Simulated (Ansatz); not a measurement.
Gradients in Cs3Y2I9 at several cell volumes

Reference cell: a COD entry, its atoms then relaxed with PBE in this cell.

Space group P6_3/mmc (No. 194); a = 8.4060, c = 21.2800 Å, γ = 120.00°.

| site | Wyckoff | site symmetry | x | y | z |
| --- | --- | --- | --- | --- | --- |
| Cs1 | 2b | -6m2 | 0.0000 | 0.0000 | 0.2500 |
| Cs3 | 4f | 3m. | 0.3333 | 0.6667 | 0.0683 |
| Y | 4f | 3m. | 0.6667 | 0.3333 | 0.1555 |
| I11 | 6h | mm2 | 0.5017 | 0.0035 | 0.2500 |
| I17 | 12k | .m. | 0.8379 | 0.6759 | 0.0840 |

One atom of each set is listed.

Level of theory: DFT, PBE, plane waves and PAW, scalar-relativistic, 420 eV cutoff, Γ-centred 4×4×2 k-points, Fermi–Dirac smearing 0.02 eV (Ansatz 0.2.0).

The cell is scaled uniformly, and the ions keep their fractional positions.

Q: How do the gradients (10²¹ V/m²) respond?

A: 

```json
{"V/V₀": "0.96", "Cs1 V_zz (η)": "-1.12 (0.00)", "Cs3 V_zz (η)": "1.82 (0.00)", "Y V_zz (η)": "0.80 (0.00)", "I11 V_zz (η)": "-13.62 (0.69)", "I17 V_zz (η)": "5.78 (0.07)"}
{"V/V₀": "1.00", "Cs1 V_zz (η)": "-1.12 (0.00)", "Cs3 V_zz (η)": "1.76 (0.00)", "Y V_zz (η)": "0.78 (0.00)", "I11 V_zz (η)": "-14.73 (0.67)", "I17 V_zz (η)": "7.91 (0.06)"}
{"V/V₀": "1.01", "Cs1 V_zz (η)": "-1.12 (0.00)", "Cs3 V_zz (η)": "1.75 (0.00)", "Y V_zz (η)": "0.77 (0.00)", "I11 V_zz (η)": "-15.00 (0.67)", "I17 V_zz (η)": "8.43 (0.06)"}
```

Logarithmic slopes d ln|V_zz|/d ln V over the series, for the sites that change steadily: Cs3 -0.8, Y -0.6, I11 1.9, I17 7.5. Point charges on a uniformly scaled lattice would give −1; charge that moves in the bonds makes the difference.

The atoms aren't relaxed in the scaled cells (forces up to 0.25 eV/Å): every bond scales with the cell, where a real crystal would keep its stiff bonds nearly fixed.

Without spin–orbit coupling the gradients at and beside I can be off by some per cent, at some sites by more.
